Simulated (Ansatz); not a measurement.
Input file for Ansatz (an electronic-structure program):

Ansatz 0.2 input:
```yaml
crystal:
  lattice:
    - [4.0485297513, 0.0, 0.0]
    - [0.0, 4.0485297513, 0.0]
    - [0.0, 0.0, 4.0485297513]
  atoms:
    - { symbol: Sc, position: [0.0, 0.0, 0.0] }
    - { symbol: Ga, position: [0.0, 0.5, 0.5] }
    - { symbol: Ga, position: [0.5, 0.0, 0.5] }
    - { symbol: Ga, position: [0.5, 0.5, 0.0] }
kpoints:
  mp_grid: { grid: [10, 10, 10] }
hamiltonian:
  xc: pbesol
  pseudopotentials: { kind: paw }
scf:
  occupations: { method: fermi_dirac, width: 0.1 }
phonons:
  method: dfpt
  response_accuracy: low
  eigenvectors: true
  rigid_motions: translations
```

Output (shortened):

```
Pseudopotential: Sc, paw, valence charge 11
Pseudopotential: Ga, paw, valence charge 13
Functional definition: PBEsol
Crystal: 4 atoms, lattice volume = 66.358 Å³
Basis set: ecut = 420 eV, 1309 PW (Γ), exchange–correlation on 60×60×60 points (8 copies of the dense FFT grid, shifted against one another)
Bands: 30, of which v1, the nominal top of the filled ones, is band 25 counted from 1 (24 counted from 0)
Symmetry: 48 space group operations
k-points: 216 of 1000 (irreducible under 8 space group operations)
SCF iter   1: F=—  HF=-13343.218611 eV  |F-HF|=—  |Δ(HF+E_count)|=         —  Δρ=3.41e-3  dr2=1.30e-2  ethr=1.77e-3  ⟨swp⟩=5.5  Hψ=25147  notcnv=0
preconditioner: auto → Kerker (q_TF=auto, 2.603 Å⁻¹)
SCF iter   2: F=—  HF=-13343.215815 eV  |F-HF|=—  |Δ(HF+E_count)|=   2.80e-3  Δρ=1.92e-3  dr2=5.47e-3  ethr=2.61e-5  ⟨swp⟩=2.4  Hψ=12534  notcnv=0
SCF iter   3: F=—  HF=-13343.214594 eV  |F-HF|=—  |Δ(HF+E_count)|=   1.22e-3  Δρ=1.16e-3  dr2=1.91e-3  ethr=1.09e-5  ⟨swp⟩=2.4  Hψ=11120  notcnv=0
SCF iter   4: F=—  HF=-13343.213911 eV  |F-HF|=—  |Δ(HF+E_count)|=   6.83e-4  Δρ=2.06e-4  dr2=2.54e-5  ethr=3.81e-6  ⟨swp⟩=2.7  Hψ=11171  notcnv=0
SCF iter   5: F=—  HF=-13343.213916 eV  |F-HF|=—  |Δ(HF+E_count)|=   5.17e-6  Δρ=1.07e-4  dr2=6.33e-6  ethr=5.08e-8  ⟨swp⟩=2.4  Hψ=8527  notcnv=0
SCF iter   6: F=—  HF=-13343.213916 eV  |F-HF|=—  |Δ(HF+E_count)|=   2.08e-7  Δρ=1.94e-5  dr2=2.38e-7  ethr=1.27e-8  ⟨swp⟩=2.0  Hψ=7773  notcnv=0
SCF iter   7: F=—  HF=-13343.213919 eV  |F-HF|=—  |Δ(HF+E_count)|=   2.42e-6  Δρ=5.83e-6  dr2=2.00e-8  ethr=4.76e-10  ⟨swp⟩=2.0  Hψ=11042  notcnv=0
SCF iter   8: F=—  HF=-13343.213919 eV  |F-HF|=—  |Δ(HF+E_count)|=  9.64e-11  Δρ=9.58e-7  dr2=6.42e-10  ethr=4.00e-11  ⟨swp⟩=2.2  Hψ=7819  notcnv=0
SCF iter  10: F=-13343.213919 eV  HF=-13343.213919 eV  |F-HF|=3.64e-12  |Δ(HF+E_count)|=  3.64e-12  Δρ=5.91e-8  dr2=2.36e-12  ethr=1.00e-12  ⟨swp⟩=4.8  Hψ=24278  notcnv=0
the search or the solves at the SCF's close seem to have found levels that the self-consistency loop had missed (the run counts 6) …
SCF 1 converged in 10 iterations: F = -13343.213919 eV  dr2 = 2.36e-12
DFPT response loops at Γ: preconditioner auto → Kerker (q_TF=auto, 2.603 Å⁻¹) (partly filled bands, converged f_vac=0.000) …
SCF converged after 10 iterations
Free energy (F): -13343.213919 eV
Harris-Foulkes:  -13343.213919 eV  (|F-HF|=3.64e-12)
Internal energy: -13343.165176 eV  (E = F + TS)
E sigma→0 (E₀):  -13343.189547 eV
Entropy (-TS):   -0.048743 eV (-12.186 meV/atom)
Fermi energy:    12.293742 eV
--- Per-component energies (eV) ---
  E_band       = -149.702636
  E_kinetic    = 613.933869
  E_local      = -5768.181005  (includes V_loc(G=0)·N_el)
  E_nonlocal   = 1356.105346
  E_hartree    = 2648.045229
  E_xc         = -313.700623
  E_vxc        = -308.934797  (∫ρ·V_xc dr)
  E_paw        = -6774.040322  (= ΣΔE_a)
  E_vpaw       = -1338.716120  (= ΣTr[D̂ρ^β])
  E_aug_tail   = -0.000333  (compensation charges beyond the density's cutoff)
  E_ewald      = -5108.045295
  E_core_change = 2.717959  (= ΣΔE_core)
  E_smearing   = -0.048743  (= −TS)
  E_closure    = 0.000000  (closes the sum)
  Σ components = -13343.213919   (vs F -13343.213919, Δ=0.00e0)
  [band-id]    e_kinetic+e_local+e_nonlocal+2·e_hartree+e_vxc+e_vpaw+e_augmentation_tail = -149.702583   (vs E_band -149.702636, Δ=5.32e-5)
--- Band table (eV; the first three rows and the last of 216) ---
  k-point 0: bands = ["-36.7274", "-15.5133", "-15.5133", "-15.5133", "-2.9101", "-2.8800", "-2.8800", "-2.8800", "-2.7412", "-2.7412", "-2.5892", "-2.5892", "-2.5892", "-2.5189", "-2.5189", "-2.3961", "-2.3824", "-2.3824", "-2.3824", "1.0672", "9.0692", …
  k-point 1: bands = ["-36.7272", "-15.5171", "-15.5132", "-15.5132", "-2.9006", "-2.8772", "-2.8697", "-2.8697", "-2.7378", "-2.7325", "-2.5919", "-2.5883", "-2.5883", "-2.5251", "-2.5187", "-2.4019", "-2.3956", "-2.3956", "-2.3824", "1.1628", "8.2285", …
  k-point 2: bands = ["-36.7268", "-15.5270", "-15.5129", "-15.5129", "-2.8741", "-2.8695", "-2.8394", "-2.8394", "-2.7287", "-2.7081", "-2.5990", "-2.5862", "-2.5862", "-2.5438", "-2.5183", "-2.4329", "-2.4329", "-2.4187", "-2.3824", "1.4473", "6.9656", …
  k-point 215: bands = ["-36.7230", "-15.5398", "-15.5398", "-15.5398", "-2.8003", "-2.8003", "-2.8003", "-2.7897", "-2.7072", "-2.7072", "-2.7072", "-2.5831", "-2.5831", "-2.5831", "-2.5429", "-2.5429", "-2.4043", "-2.4043", "-2.4043", "6.5302", "6.5302", …
--- Phonons (Γ-DFPT): 3 representative perturbations + reference, on 216 of 1000 k-points (Σ response iterations 9) ---
  ASR residual: 5.297e-4 → 0.000e0 eV/Å²; symmetrization residual: 1.794e-4 eV/Å²
  ASR residual per site (eV/Å²): 5.30e-4 1.92e-4 1.92e-4 1.92e-4
  Γ frequencies (cm⁻¹): 0.00 0.00 0.00 134.25 134.25 134.25 135.16 135.16 135.16 256.11 256.11 256.11
  non-analytic LO–TO correction: not included (Born effective charges unavailable; polar crystals: no LO–TO splitting at Γ)
```

Cost: roughly 3 core-minutes on shared cores.

Space group Pm-3m (Cu3Au type). The workflow started from an entry of the Crystallography Open Database (COD). Its standing as an ambient phase is unchecked. Symmetry was held in the PBEsol relaxation; of distortions, only those at the zone centre were tested. No spin polarisation was allowed. As this level gives no gap, phonon frequencies hold no LO–TO term and depend on the k-mesh and smearing (Fermi–Dirac, 0.1 eV here). Scalar-relativistic: spin–orbit coupling is off unless named, which matters more the heavier the elements.

Potentials: the later of the program's two PAW sets.

Ansatz is a plane-wave DFT program.
